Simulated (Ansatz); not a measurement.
Input and command of a calculation in Ansatz (plane waves; scalar-relativistic PAW potentials unless the input names others):

```yaml
crystal:
  lattice:
    - [2.6869369048, 0.0, 0.0]
    - [-1.3434684524, 2.326955618, 0.0]
    - [0.0, 0.0, 25.9693739798]
  atoms:
    - { symbol: Rh, position: [0.6666666667, 0.3333333333, 0.2888017249] }
    - { symbol: Rh, position: [0.3333333333, 0.6666666667, 0.3732810349] }
    - { symbol: Rh, position: [0.0, 0.0, 0.457760345] }
    - { symbol: Rh, position: [0.6666666667, 0.3333333333, 0.542239655] }
    - { symbol: Rh, position: [0.3333333333, 0.6666666667, 0.6267189651] }
    - { symbol: Rh, position: [0.0, 0.0, 0.7111982751] }
kpoints:
  mp_grid: { grid: [15, 15, 1] }
hamiltonian:
  xc: r2scan
  hubbard: { sites: [{ species: Rh, l: d, u_eff: 8.0 }], double_counting: fll }
scf:
  occupations: { method: gaussian, width: 0.1 }
  n_extra_bands: 32
output:
  forces: true
  eigenvalues: true
  stress: true
efield:
  axis: 3
  dipole_correction: true
  ramp_width: 0.04
accuracy: high
```

```bash
ansatz run input.yaml --threads 2 --pin off --max-ram 5120MiB --backend cpu --events-out ev --progress --plain --runs-dir out
```

Abridged log:
```
Basis set: ecut = 500 eV, 4079 PW (Γ), exchange–correlation on 120×120×1080 points (125 copies of the dense FFT grid, shifted against one another)
Bands: 83, of which v1, the nominal top of the filled ones, is band 51 counted from 1 (50 counted from 0)
Symmetry: 6 space group operations
k-points: 27 of 225 (time reversal used)
SCF iter   1: F=—  HF=-38456.299729 eV  |F-HF|=—  |Δ(HF+E_count)|=         —  Δρ=4.55e-2  dr2=4.78e0  dr2_τ=9.72e-2  ethr=3.10e-3  p=0.000 e·Å  D=1.51e-13 V/Å  ΔV_dip= 0.00 eV  dr2_dipole=9.64e-7  V_vac-E_F(+/−)=8.33/8.33 eV  ⟨swp⟩=7.1  Hψ=10490  notcnv=0  defer=467
efield: sawtooth ramp at fractional position 0.9800 (placed from the atoms, in the widest stretch of the axis that holds none; the zero of the levels goes with the place), width 0.0400; the density the first Hamiltonian is built on has a dipole p = 0.000 e·Å; the dipole correction subtracts the counter field D = 1.51e-13 V/Å, which shifts the + side's vacuum level by  0.00 eV against the − side's; the planar-averaged density in the ramp window peaks in size at 6.8e-5 e/Å³
SCF iter   2: F=—  HF=-38456.519926 eV  |F-HF|=—  |Δ(HF+E_count)|=   2.20e-1  Δρ=3.40e-2  dr2=2.37e0  dr2_τ=1.20e-1  ethr=3.10e-3  p=0.000 e·Å  D=1.27e-6 V/Å  ΔV_dip= 0.00 eV  dr2_dipole=2.24e-6  V_vac-E_F(+/−)=7.31/7.31 eV  ⟨swp⟩=2.6  Hψ=3703  notcnv=0  defer=603
SCF iter   3: F=—  HF=-38457.173606 eV  |F-HF|=—  |Δ(HF+E_count)|=   6.54e-1  Δρ=2.83e-2  dr2=2.38e0  dr2_τ=4.25e-2  ethr=2.32e-3  p= 0.000 e·Å  D=-2.64e-5 V/Å  ΔV_dip=0.00 eV  dr2_dipole=5.01e-7  V_vac-E_F(+/−)=6.59/6.59 eV  ⟨swp⟩=2.0  Hψ=1942  notcnv=0  defer=605
SCF iter   4: F=—  HF=-38457.420083 eV  |F-HF|=—  |Δ(HF+E_count)|=   2.46e-1  Δρ=2.55e-2  dr2=9.53e-1  dr2_τ=3.08e-2  ethr=2.32e-3  p= 0.000 e·Å  D=-3.60e-5 V/Å  ΔV_dip=0.00 eV  dr2_dipole=8.08e-7  V_vac-E_F(+/−)=5.97/5.97 eV  ⟨swp⟩=1.9  Hψ=2610  notcnv=0  defer=603
SCF iter   5: F=—  HF=-38457.606083 eV  |F-HF|=—  |Δ(HF+E_count)|=   1.86e-1  Δρ=1.83e-2  dr2=4.50e-1  dr2_τ=2.17e-2  ethr=9.35e-4  p= 0.000 e·Å  D=-4.98e-5 V/Å  ΔV_dip=0.00 eV  dr2_dipole=4.53e-6  V_vac-E_F(+/−)=5.58/5.57 eV  ⟨swp⟩=2.7  Hψ=2579  notcnv=0  defer=611
SCF iter   6: F=—  HF=-38457.748669 eV  |F-HF|=—  |Δ(HF+E_count)|=   1.43e-1  Δρ=1.46e-2  dr2=2.23e-1  dr2_τ=8.22e-3  ethr=4.41e-4  p= 0.000 e·Å  D=-3.00e-5 V/Å  ΔV_dip=0.00 eV  dr2_dipole=3.68e-7  V_vac-E_F(+/−)=5.37/5.37 eV  ⟨swp⟩=2.0  Hψ=2679  notcnv=0  defer=651
SCF iter   7: F=—  HF=-38457.910713 eV  |F-HF|=—  |Δ(HF+E_count)|=   1.62e-1  Δρ=1.63e-2  dr2=1.11e0  dr2_τ=1.00e-2  ethr=2.18e-4  p= 0.000 e·Å  D=-3.30e-5 V/Å  ΔV_dip=0.00 eV  dr2_dipole=1.16e-5  V_vac-E_F(+/−)=5.12/5.12 eV  ⟨swp⟩=2.3  Hψ=2301  notcnv=0  defer=651  recentre
SCF iter   8: F=—  HF=-38457.879842 eV  |F-HF|=—  |Δ(HF+E_count)|=   3.09e-2  Δρ=1.18e-2  dr2=5.19e-1  dr2_τ=5.10e-3  ethr=2.18e-4  p= 0.000 e·Å  D=-5.47e-5 V/Å  ΔV_dip=0.00 eV  dr2_dipole=4.14e-6  V_vac-E_F(+/−)=5.11/5.11 eV  ⟨swp⟩=1.3  Hψ=2374  notcnv=0  defer=647
   ...
SCF iter  48: F=-38458.506485 eV  HF=-38458.506485 eV  |F-HF|=2.76e-7  |Δ(HF+E_count)|=   7.58e-7  Δρ=1.62e-5  dr2=4.81e-7  dr2_τ=2.02e-8  ethr=1.18e-9  p=0.000 e·Å  D=4.43e-6 V/Å  ΔV_dip= 0.00 eV  dr2_dipole=1.46e-8  V_vac-E_F(+/−)=3.62/3.62 eV  ⟨swp⟩=2.2  Hψ=2943  notcnv=0  defer=654
SCF iter  49: F=-38458.506485 eV  HF=-38458.506485 eV  |F-HF|=1.33e-7  |Δ(HF+E_count)|=   2.32e-7  Δρ=9.28e-6  dr2=2.15e-7  dr2_τ=8.28e-9  ethr=4.72e-10  p= 0.000 e·Å  D=-2.56e-6 V/Å  ΔV_dip=0.00 eV  dr2_dipole=1.73e-11  V_vac-E_F(+/−)=3.62/3.62 eV  ⟨swp⟩=2.5  Hψ=2793  notcnv=0  defer=654
SCF iter  50: F=-38458.506485 eV  HF=-38458.506485 eV  |F-HF|=7.43e-9  |Δ(HF+E_count)|=   3.30e-8  Δρ=2.69e-6  dr2=2.04e-8  dr2_τ=9.85e-10  ethr=9.80e-11  p= 0.000 e·Å  D=-3.29e-6 V/Å  ΔV_dip=0.00 eV  dr2_dipole=4.70e-9  V_vac-E_F(+/−)=3.62/3.62 eV  ⟨swp⟩=17.5  Hψ=17688  notcnv=0
SCF iter  51: F=-38458.506485 eV  HF=-38458.506485 eV  |F-HF|=9.70e-9  |Δ(HF+E_count)|=   1.31e-8  Δρ=1.91e-6  dr2=1.45e-8  dr2_τ=4.00e-10  ethr=2.00e-11  p= 0.000 e·Å  D=-7.41e-7 V/Å  ΔV_dip=0.00 eV  dr2_dipole=2.07e-9  V_vac-E_F(+/−)=3.62/3.62 eV  ⟨swp⟩=2.0  Hψ=2292  notcnv=0
SCF iter  52: F=-38458.506485 eV  HF=-38458.506485 eV  |F-HF|=2.36e-9  |Δ(HF+E_count)|=   1.72e-9  Δρ=8.15e-7  dr2=1.05e-9  dr2_τ=4.22e-11  ethr=1.42e-11  p=0.000 e·Å  D=1.69e-7 V/Å  ΔV_dip= 0.00 eV  dr2_dipole=5.47e-11  V_vac-E_F(+/−)=3.62/3.62 eV  ⟨swp⟩=2.0  Hψ=2258  notcnv=0
SCF iter  53: F=-38458.506485 eV  HF=-38458.506485 eV  |F-HF|=1.43e-9  |Δ(HF+E_count)|=   1.27e-9  Δρ=3.96e-7  dr2=5.93e-10  dr2_τ=9.75e-12  ethr=1.03e-12  p=0.000 e·Å  D=2.87e-7 V/Å  ΔV_dip= 0.00 eV  dr2_dipole=2.35e-10  V_vac-E_F(+/−)=3.62/3.62 eV  ⟨swp⟩=2.1  Hψ=2324  notcnv=0
SCF iter  54: F=-38458.506485 eV  HF=-38458.506485 eV  |F-HF|=8.15e-10  |Δ(HF+E_count)|=   1.26e-9  Δρ=2.19e-7  dr2=1.00e-10  dr2_τ=5.29e-12  ethr=1.00e-12  p=0.000 e·Å  D=7.22e-8 V/Å  ΔV_dip= 0.00 eV  dr2_dipole=2.76e-12  V_vac-E_F(+/−)=3.62/3.62 eV  ⟨swp⟩=8.4  Hψ=10020  notcnv=0
Mixer restart at iter 54: flushing history
SCF iter  55: F=-38458.506485 eV  HF=-38458.506485 eV  |F-HF|=7.48e-9  |Δ(HF+E_count)|=  4.37e-11  Δρ=2.69e-6  dr2=2.04e-8  dr2_τ=9.84e-10  ethr=2.00e-11  p= 0.000 e·Å  D=-3.29e-6 V/Å  ΔV_dip=0.00 eV  dr2_dipole=4.71e-9  V_vac-E_F(+/−)=3.62/3.62 eV  ⟨swp⟩=6.5  Hψ=9116  notcnv=0
the SCF converged, but not to the dr2 < 1.0e-10 eV that a stress needs at `accuracy: high`, so the stress is less exact than asked
WARN: efield: at this solve's end the planar-averaged density reaches 7.79e-5 e/Å³ inside the ramp window [0.9415, 0.0585] (bound 1e-5 e/Å³), and -7.66e-5 e/Å³ on another of its planes; by the running means of the window's planes the mean density over a ramp is at most 1.23e-5 e/Å³, which is held to the bound (the quickstart, § The vacuum guard, A window that rings); the window's nearer edge stands 5.98 Å from this solve's nearest atom along the axis. Its work functions, free energy, forces, stress, dipole, levels and responses can be off, and this figure does not tell by how much. A short vac ...
SCF 1 converged in 55 iterations: F = -38458.506485 eV  dr2 = 2.04e-8
SCF converged after 55 iterations
an eigenvalue changed by more than its tolerance at an iteration that met the thresholds in force, so the SCF went on 1 time: the last check found none over its tolerance
Free energy (F): -38458.506485 eV
Harris-Foulkes:  -38458.506485 eV  (|F-HF|=7.48e-9)
Internal energy: -38458.492114 eV  (E = F + TS)
E sigma→0 (E₀):  -38458.499300 eV
Entropy (-TS):   -0.014371 eV (-2.395 meV/atom)
Fermi energy:    8.919664 eV
Dipole field:    D = 0.000099 V/Å  (p = 0.000089 e·Å, saw-weighted, corrected)
Work function:   Φ+ = 3.6196 eV   Φ− = 3.6222 eV
Levels:          The Fermi level and band energies are counted from a zero that moves with the ramp; work functions are not
Vacuum region:   at the solve's end the planar-averaged density reaches 7.79e-5 e/Å³ inside the ramp window [0.9415, 0.0585] (bound 1e-5 e/Å³), and -7.66e-5 e/Å³ on another of its planes; by the running means of the window's planes the mean density over a ramp is at most 1.23e-5 e/Å³, which is held to the bound (the quickstart, § The vacuum guard, A window that rings)
--- Forces (eV/Å), atoms counted from 1 ---
  atom   1  Rh     0.00000000     0.00000000    -1.33738622
  atom   2  Rh     0.00000000     0.00000000     0.11201875
  atom   3  Rh     0.00000000     0.00000000    -0.10047765
  atom   4  Rh     0.00000000     0.00000000     0.10047048
  atom   5  Rh     0.00000000     0.00000000    -0.11198289
  atom   6  Rh     0.00000000     0.00000000     1.33733844
--- Stress (GPa, compression-positive) ---
       16.771340       0.000000       0.000000
        0.000000      16.771340       0.000000
        0.000000       0.000000      13.965262
  P = ⅓ Tr σ = 15.8360 GPa (158.360 kbar)
Occupation matrices written to <dir>
```

Apart from outputs, the input differs from a reference run on usual settings in scf.n_extra_bands: not typed → 32; hamiltonian.hubbard: not typed → {"sites": [{"species": "Rh", "l": "d", "u_eff": 8.0}], "double_counting": "fll"}; accuracy: not typed → "high"; basis.ecutwfc: 500 → not typed. The reference, at the same geometry (not necessarily relaxed), gave pressure -2.62 GPa (averaged over a cell that holds vacuum), largest force 0.339 eV/Å, no gap on the mesh. This run converged in 55 SCF iterations (reference: 9) with an energy at zero smearing 5.2 eV/atom above the reference's (the Hamiltonian itself differs), pressure 15.84 GPa (averaged over a cell that holds vacuum), largest force 1.337 eV/Å, no gap on the mesh.

The run took 2.4 min on 2 threads of Arm Neoverse V2 (shared host), peak memory 1.6 GiB.